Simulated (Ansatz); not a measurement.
ReC:
```xyz
2
Lattice="2.6920 0.0000 0.0000 0.0000 2.6920 0.0000 0.0000 0.0000 2.6920" Properties=species:S:1:pos:R:3 pbc="T T T"
Re     0.0000     0.0000     0.0000
C      1.3460     1.3460     1.3460
```

Relaxed with PBE. Special points in fractions of this cell's reciprocal vectors: Γ (0.000, 0.000, 0.000); X (0.000, 0.500, 0.000); M (0.500, 0.500, 0.000); R (0.500, 0.500, 0.500).

Task: List the band energies nearest the Fermi level at these points for PBE (plane waves, PAW; program Ansatz).

Result: In eV from the Fermi level; about four levels below and three above (degenerate sets whole), none deeper than 8.9 eV; points with the same levels are listed once.

| k | below | above |
|---|---|---|
| Γ | -5.90 -5.90 -0.21 -0.21 -0.21 | 1.64 1.64 1.64 |
| X | -4.86 -4.04 -4.04 | 2.10 3.46 6.30 6.30 |
| M | -4.95 -4.95 -4.91 -1.04 -1.04 | 1.05 2.64 4.19 |
| R | -8.86 -8.86 -8.86 -8.31 | 4.42 4.42 7.24 7.24 7.24 |

Space group Pm-3m (CsCl type). A made-up cell: these elements were put on the sites of a structure type; neither database checked (COD, Materials Project) lists it. Its standing as an ambient phase is unchecked. Symmetry was held in the PBE relaxation; whether a distortion lowers the energy is not shown. No spin polarisation was allowed. Scalar-relativistic: spin–orbit coupling is off unless named, which matters more the heavier the elements.

Potentials: the later of the program's two PAW sets.
